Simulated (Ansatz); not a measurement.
K₃NaS₂O₈ in space group P-3m1 (No. 164; Pearson symbol hP14), r²SCAN in the plane-wave PAW code Ansatz. The conduction-band minimum lies at Γ, with 1 equivalent valley. Second derivatives d²E/dk² of the lowest band at one valley (eV·Å²), along Cartesian directions:

```tsv
direction	d²E/dk²
[100]	14.77
[010]	14.77
[001]	15.28
[110]	14.77
[101]	15.02
[011]	15.02
```

Q: Find the principal effective masses, the density-of-states mass and the conductivity mass.

A: Off-diagonal terms follow from H_xy = H[110] − (H_xx + H_yy)/2, and m*/mₑ = 7.620 eV·Å² over each eigenvalue: 0.50, 0.52, 0.52. One valley's DOS mass (m₁m₂m₃)^(1/3) = 0.51, conductivity mass 3/(Σ 1/mᵢ) = 0.51 mₑ.

Q: What effective density of states Nc follows at 300 K for parabolic valleys?

A: Nc = 2.509e19 × 1 × (0.51)^(3/2) ≈ 9.1e18 cm⁻³.

The first step of the workflow began from a Materials Project structure, measured or hypothetical; the Crystallography Open Database files this formula in space group No. 164, but the cells were not matched. Whether it is the stable phase at ambient conditions was not checked. The r²SCAN relaxation kept the symmetry of its start; its stability against distortions is not shown here.

Potentials: the later of the program's two PAW sets.

Edges and masses are those of Kohn–Sham bands, whose gap is no quasiparticle gap.
